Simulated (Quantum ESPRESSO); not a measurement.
```
CsSrF3
1.0
    4.76325     0.00000     0.00000
    0.00000     4.76325     0.00000
    0.00000     0.00000     4.76325
F Sr Cs
3 1 1
Cartesian
  0.00000   2.38163   2.38163
  2.38163   0.00000   2.38163
  2.38163   2.38163   0.00000
  2.38163   2.38163   2.38163
  0.00000   0.00000   0.00000
```

The geometry is that of Materials Project entry mp-8397, symmetrised and not relaxed again.

Problem. What does PBEsol (pw.x of Quantum ESPRESSO, ONCV potentials, scalar-relativistic) give for the electronic structure near the Fermi level?

Solution. The PBEsol gap is direct, 6.26 eV at Γ. Another valence extremum on the path lies within 0.02 eV, too close to call. The cell is held in this high symmetry; tilts and polar distortions were not searched.

The structure is a Materials Project entry; no match was found in the copy of COD used, and its stability was not checked.
